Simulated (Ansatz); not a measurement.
Data:

SnTe:
```cif
data_Sn4Te4
_chemical_formula_sum 'Te4 Sn4'
_space_group_name_H-M_alt 'Fm-3m'
_space_group_IT_number 225
_space_group_name_Hall '-F 4 2 3'
_cell_length_a 6.37425
_cell_length_b 6.37425
_cell_length_c 6.37425
_cell_angle_alpha 90.000
_cell_angle_beta 90.000
_cell_angle_gamma 90.000
loop_
_atom_site_label
_atom_site_type_symbol
_atom_site_symmetry_multiplicity
_atom_site_Wyckoff_symbol
_atom_site_fract_x
_atom_site_fract_y
_atom_site_fract_z
_atom_site_occupancy
Te1 Te 4 a 0.00000 0.00000 0.00000 1
Sn1 Sn 4 b 0.50000 0.50000 0.50000 1
```
(The calculation used a cell of 2 atoms; values per cell refer to that cell.)

This is the r²SCAN-relaxed structure.

Task: All from the program Ansatz at the r²SCAN level (PAW), unless another level is named. Give the Debye temperature from the elastic constants.

Result: 227 K.

Task: And the elastic constants (relaxed ions, GPa)?

Result: C11 = 126, C12 = 3.7, C44 = 18.4.

The cell was relaxed with r²SCAN under the symmetry of its start. At this level the phase is dynamically unstable (imaginary phonons). Scalar-relativistic: spin–orbit coupling is off unless named, which matters more the heavier the elements.

Potentials: the later of the program's two PAW sets.
